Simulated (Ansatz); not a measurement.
All numbers below come from Ansatz, DFT PBE, scalar-relativistic, plane waves, PAW. Settings: cutoff 420 eV, Γ-centred meshes spaced at most about 0.3 Å⁻¹, and about 0.25 Å⁻¹ or finer for metals (2π included), Gaussian smearing. No spin polarisation in the final relaxations.

Temperature and zero-point effects are left out. All come from trial cells, and lower structures may exist.

**Question.** Which of these relaxed structures of Hf2TeW2S is the lowest in energy?
A.

```cif
data_structure
_symmetry_space_group_name_H-M 'P-4m2'
_symmetry_Int_Tables_number 115
_cell_length_a 4.6961
_cell_length_b 4.6961
_cell_length_c 5.6807
_cell_angle_alpha 90.000
_cell_angle_beta 90.000
_cell_angle_gamma 90.000
_cell_volume 125.28
loop_
_atom_site_label
_atom_site_type_symbol
_atom_site_symmetry_multiplicity
_atom_site_Wyckoff_symbol
_atom_site_fract_x
_atom_site_fract_y
_atom_site_fract_z
_atom_site_occupancy
Hf1 Hf 1 b 0.50000 0.50000 0.00000 1
Hf2 Hf 1 d 0.00000 0.00000 0.50000 1
Te1 Te 1 a 0.00000 0.00000 0.00000 1
W1 W 2 g 0.50000 0.00000 0.68389 1
S1 S 1 c 0.50000 0.50000 0.50000 1
```

B.

```cif
data_structure
_symmetry_space_group_name_H-M 'P-3m1'
_symmetry_Int_Tables_number 164
_cell_length_a 4.6849
_cell_length_b 4.6849
_cell_length_c 6.0783
_cell_angle_alpha 90.000
_cell_angle_beta 90.000
_cell_angle_gamma 120.000
_cell_volume 115.54
loop_
_atom_site_label
_atom_site_type_symbol
_atom_site_symmetry_multiplicity
_atom_site_Wyckoff_symbol
_atom_site_fract_x
_atom_site_fract_y
_atom_site_fract_z
_atom_site_occupancy
Hf1 Hf 2 d 0.33333 0.66667 0.61672 1
Te1 Te 1 a 0.00000 0.00000 0.00000 1
W1 W 2 d 0.33333 0.66667 0.07398 1
S1 S 1 b 0.00000 0.00000 0.50000 1
```

**Answer.** B. It has space group P-3m1 (No. 164); the next, A, with space group P-4m2 (No. 115), lies 0.35 eV/atom higher. Counting S or Te atoms around Hf and W (for each partner element, those within 1.25 times its shortest distance or 1.15 times the sum of covalent radii, where it is the nearest in units of that sum or under 1.3; a plus sign parts groups by distance over the sum of covalent radii; a slash parts the counts of unlike sites), the lowest has Hf 3+3, W 3 and the next has Hf 2+4/6, W 4. Even the lowest lies +0.28 eV/atom against the elements.

These runs have no spin–orbit coupling, which can matter for Hf, Te and W. A magnetic state wasn't ruled out in cells without spin, among them P-4m2. Cells relaxed within their symmetry can be saddle points. Some candidate types were left out of the draw beforehand, so a known form may be missing.
